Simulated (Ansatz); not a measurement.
A geometry of Mg away from equilibrium: the start of the relaxation of a relaxed Mg cell, doubled along one cell vector, shaken by Gaussian noise of σ = 0.08 Å a coordinate. These are r2SCAN (plane waves to 500 eV, PAW, scalar-relativistic; Ansatz, a first-principles code) values and carry that method's errors. Γ-centred k-mesh 13×13×7 on the run's cell (coarser than for final values), Fermi–Dirac smearing 0.05 eV.

```xyz
2
Lattice="-1.7801 1.7801 1.7801 1.7801 -1.7801 1.7801 3.5603 3.5603 -3.5603" Properties=species:S:1:pos:R:3 pbc="T T T"
Mg    -0.0276    -0.0638    -0.1071
Mg     1.7126     1.7815    -1.7269
```

Task: What forces act on the atoms (eV/Å)?

Result: 
```csv
atom,Fx,Fy,Fz
Mg1,0.04,0.04,0.27
Mg2,-0.04,-0.04,-0.27
```

Task: What is the pressure?

Result: +0.1 GPa, compression positive.

No spin polarisation in the result.

The run could not lose the symmetry of its start.

Of the parent cell (Im-3m (No. 229)): it is a generated cell of Mg: the first start was made by placing the elements on the sites of a structure type, and the end was not matched to a known phase here, so it may be hypothetical. Known forms of Mg include space group No. 194.
